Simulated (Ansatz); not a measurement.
Ni3Sn4 in space group C2/m (No. 12; Ni on 2a, Ni on 4i, Sn on 4i, Sn on 4i), DFT-PBEsol in the program Ansatz with PAW potentials, all energies at zero smearing, with the estimated change up to a 700 eV cutoff added, with one set of potentials and settings (totals compare only within such a set). Cell of 7 atoms (3 Ni, 4 Sn): -41216.287 eV.

```
element                             reference phase  E (eV/atom)
-------  ------------------------------------------  -----------
Ni       Fm-3m, 1 atoms in the cell, spin-polarised   -5804.9838
Sn                    I4_1/amd, 2 atoms in the cell   -5949.8528
```

Formation energy per atom, worked out: (-41216.287 − 3×(-5804.9838) − 4×(-5949.8528))/7 = -0.275 eV/atom (-27 kJ per mol of atoms), at 0 K, without zero-point energy or fitted corrections.

The workflow started from a Materials Project entry (that database holds measured and hypothetical structures alike); the Crystallography Open Database files this formula in space group No. 12, but the cells were not matched. Whether it is the stable phase at ambient conditions was not checked. The PBEsol relaxation kept the symmetry of its start; its stability against distortions is not shown here. The run is not spin-polarised. The program gave a warning on the electronic state, which may not be the lowest. The references are the lowest solids computed at this level, not always the standard phases. Spin–orbit coupling is left out wherever it is not named.

Potentials: the earlier of the program's two PAW sets. The files were generated under PBE; for other functionals the program regenerates the frozen cores, and for LDA and PBEsol the local potential too.
